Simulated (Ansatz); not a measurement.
The cell is ZnFBr as a Janus 2H monolayer; cell and atoms were relaxed with r2SCAN. The sheet's in-plane cell has a = 3.369 Å, b = 3.369 Å (γ = 120.0°), and its outermost atoms lie 2.75 Å apart along the normal. Zn has 3 F at 2.20 Å and 3 Br at 2.59 Å; F has 3 Zn at 2.20 Å; Br has 3 Zn at 2.59 Å.

```xyz
3
Lattice="3.3689 0.0000 0.0000 -1.6844 2.9175 0.0000 0.0000 0.0000 28.9512" Properties=species:S:1:pos:R:3 pbc="T T F"
Zn    0.0000    1.9450    9.2241
F     1.6844    0.9725   10.2619
Br    1.6844    0.9725    7.5140
```
Periodic in the plane only; c spans the vacuum.

3 runs of Ansatz 0.2.0 on this cell differ in the functional (and in the settings that go with it). Levels are in eV from each run's valence top; v1 is the last filled band, c1 the first empty one.

Run A, mean stress +0.4 N/m (compression positive):
```tsv
point	v4	v3	v2	v1	c1	c2
Γ	-4.55	-3.34	0.00	0.00	3.13	6.87
M	-5.01	-4.95	-1.90	-1.14	4.98	6.68
K	-5.23	-4.31	-3.36	-1.63	5.72	6.83
```

Run B, mean stress 0.0 N/m (compression positive):
```tsv
point	v4	v3	v2	v1	c1	c2
Γ	-3.85	-2.95	0.00	0.00	1.68	6.04
M	-4.44	-4.31	-1.73	-1.04	3.46	5.34
K	-4.41	-3.96	-2.96	-1.50	4.12	5.43
```

Run C, mean stress -0.2 N/m (compression positive):
```tsv
point	v4	v3	v2	v1	c1	c2
Γ	-4.22	-3.16	0.00	0.00	2.36	6.57
M	-4.70	-4.67	-1.82	-1.09	4.20	6.00
K	-4.83	-4.12	-3.15	-1.57	4.90	6.10
```

Task: Match the runs to r2SCAN, r2SCANh, PBE0.

Result: A is PBE0, B is r2SCAN, C is r2SCANh. In order of the gap: r2SCAN 1.68, r2SCANh 2.36, PBE0 3.13 eV.

The calculation is spin-unpolarised, and the structure need not be a phase that has been made.

Spin-orbit coupling is left out.

The program warns that its thresholds are loose for a hybrid's stress.

The meshes of the hybrids are coarse, so their gaps aren't converged to the digits shown.
